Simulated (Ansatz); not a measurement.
**Property card for P₂W**

P₂W:
```cif
data_P4W2
_chemical_formula_sum 'P4 W2'
_space_group_name_H-M_alt 'P 1'
_space_group_IT_number 1
_cell_length_a 4.53253
_cell_length_b 4.53253
_cell_length_c 7.47324
_cell_angle_alpha 62.764
_cell_angle_beta 117.236
_cell_angle_gamma 138.775
loop_
_space_group_symop_operation_xyz
  'x, y, z'
loop_
_atom_site_label
_atom_site_type_symbol
_atom_site_fract_x
_atom_site_fract_y
_atom_site_fract_z
_atom_site_occupancy
P1 P 0.13849 0.86151 0.02523 1
P2 P 0.86151 0.13849 0.97477 1
P3 P 0.39998 0.60002 0.59911 1
P4 P 0.60002 0.39998 0.40089 1
W1 W 0.84196 0.15804 0.29338 1
W2 W 0.15804 0.84196 0.70662 1
```

Space group C2/m (No. 12); conventional cell a = 8.485 Å, b = 3.191 Å, c = 7.473 Å, α = 90.00°, β = 119.27°, γ = 90.00°.

Method: r²SCAN in the plane-wave PAW code Ansatz. Structure relaxed to zero pressure with the same functional. Other levels are named where they apply.

### Cell and energy

```json
{
  "volume_per_atom": "14.71 Å³",
  "density": "9.25 g/cm³",
  "Formation energy from the elements (no fitted shifts)": "-37 kJ/mol of atoms"
}
```

### Electronic structure

```json
{
  "electronic_character": "metallic (no gap)",
  "Density of states at the Fermi level": "0.24 states/eV per atom (mean over ±0.08 eV)",
  "Gap with spin–orbit coupling": "none (metallic)"
}
```

### Mechanics

```json
{
 "Bulk modulus (Birch–Murnaghan fit)": "1960 kbar",
 "Pressure derivative B′": "4.4"
}
```

### Phonons

```json
{
  "highest_zone_centre_frequency": "480 cm⁻¹",
  "zone_centre_stability": "no imaginary mode at Γ"
}
```

### Charges

```json
{
  "bader_charges": "P -0.64 to -0.40, W +1.04 e"
}
```

The first step of the workflow began from a Materials Project structure, measured or hypothetical; the Crystallography Open Database files this formula in space group No. 12, but the cells were not matched. Whether it is the stable phase at ambient conditions was not checked. Symmetry was held in the r²SCAN relaxation. No spin polarisation was allowed. As this level gives no gap, phonon frequencies hold no LO–TO term and depend on the k-mesh and smearing (Fermi–Dirac, 0.1 eV here). The references are the lowest solids computed at this level, not always the standard phases. Scalar-relativistic: spin–orbit coupling is off unless named, which matters more the heavier the elements.

Potentials: the earlier of the program's two PAW sets.
